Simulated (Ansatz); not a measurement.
Rh:
```yaml
crystal:
  lattice:
    - [0.00000, 2.73016, 2.73016]
    - [2.73016, 0.00000, 2.73016]
    - [2.73016, 2.73016, 0.00000]
  atoms:
    - { symbol: Rh, position: [0.00000, 0.00000, 0.00000] }
    - { symbol: Rh, position: [0.25000, 0.25000, 0.25000] }
```

Relaxed with r²SCAN. Special points in fractions of this cell's reciprocal vectors: Γ (0.000, 0.000, 0.000); X (0.500, 0.000, 0.500); U (0.625, 0.250, 0.625); K (0.375, 0.375, 0.750); L (0.500, 0.500, 0.500); W (0.500, 0.250, 0.750).

Problem. List the band energies nearest the Fermi level at these points for r²SCAN with spin–orbit coupling (plane waves, PAW; program Ansatz).

Solution. In eV from the Fermi level; about four levels below and three above (degenerate sets whole), none deeper than 8.9 eV; points with the same levels are listed once.

```json
[
 {"k": "Γ", "below": "-1.57 -1.57 -1.57 -1.57 -1.45 -1.45", "above": "0.34 0.34 0.34 0.34"},
 {"k": "X", "below": "-2.25 -2.25 -2.25 -2.25", "above": "0.33 0.33 0.33 0.33"},
 {"k": "U", "below": "-2.34 -2.34 -2.13 -2.13", "above": "0.45 0.45 0.68 0.68"},
 {"k": "L", "below": "-1.00 -1.00 -0.72 -0.72", "above": "0.04 0.04 0.08 0.08"},
 {"k": "W", "below": "-2.35 -2.35 -2.33 -2.33", "above": "0.64 0.64 0.75 0.75"}
]
```

Space group Fd-3m (diamond). The start of the workflow was typed in or built on a structure type; neither database checked (COD, Materials Project) lists it. It is not the phase usual at ambient conditions (space group No. 225). Symmetry was held in the r²SCAN relaxation. At this level the phase is mechanically unstable. The workflow began spin-polarised and lost its moments.

Potentials: the earlier of the program's two PAW sets.
